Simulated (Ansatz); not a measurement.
SiMo (rock salt, space group No. 225) under volume change, plane-wave PAW PBE (Ansatz code), scaled uniformly.

```tsv
V (Å³/atom)	E − E(relaxed) (meV/atom)	P (GPa)
14.252	80.4	19.82
14.722	33.8	12.17
15.192	8.0	5.61
15.662	0.0	-0.01
16.132	7.3	-4.82
16.601	27.6	-8.93
17.071	59.0	-12.44
```

### Question
What does a third-order Birch–Murnaghan fit give for V₀, B₀ and B′?

### Answer
V₀ = 15.66 Å³/atom, B₀ = 173 GPa, B′ = 4.2.

Space group Fm-3m (rock salt). The cell is a constructed one: a structure type filled with these elements; neither database checked (COD, Materials Project) lists it. Its standing as an ambient phase is unchecked. Symmetry was held in the PBE relaxation; its stability against distortions is not shown here. The run is not spin-polarised.

Potentials: the later of the program's two PAW sets.
